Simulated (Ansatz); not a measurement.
Fe$_{2}$B: reading a single point

```
B Fe
1.0
    -2.58592    2.58592    2.15063
     2.58592   -2.58592    2.15063
     2.58592    2.58592   -2.15063
B Fe
2 4
Direct
  0.25000 0.25000 0.00000
  0.75000 0.75000 0.00000
  0.66610 0.16610 0.83220
  0.16610 0.33390 0.50000
  0.33390 0.83390 0.16780
  0.83390 0.66610 0.50000
```

The numbers come from plane-wave PAW DFT (Ansatz): LDA, non-collinear spin, 420 eV, 5×5×5 Γ-centred k points, gaussian occupations (width 0.0755 eV). Nothing was relaxed.

Magnetic state (reached from a saved solution, and it need not be the lowest): Fe3 along (-0.62, 0.58, -0.53), Fe4 along (-0.62, 0.58, -0.53), Fe5 along (-0.62, 0.58, -0.53), Fe6 along (-0.62, 0.58, -0.53).

Question: What does the stress say?

Answer: The pressure is -30.1 GPa (compression positive), so with the atoms held at these fractions the cell would first shrink. The principal stresses -31.1, -31.1, -28.1 GPa differ, so its shape would change too.

Question: What happens at the Fermi level?

Answer: It is a metal, with about 5.2 states/eV a cell as the mean within 0.25 eV of the Fermi level, mostly Fe d (90 %).

Question: Which atom feels the largest force, and which way?

Answer: The largest is on Fe5 (and as large on other atoms): 0.15 eV/Å, components (-0.10, -0.10, 0.00). It makes 74° with the line to a nearest neighbour, B1 at 2.21 Å.

Question: How large are the moments?

Answer: Fe3 1.97, Fe4 1.97, Fe5 1.97, Fe6 1.97 μB of spin moment in Bader basins; net size 7.61 μB a cell.

Origin: a database entry at a rescaled volume. Caveats: the k mesh is coarse if the cell is a metal; atoms or cell far from equilibrium.
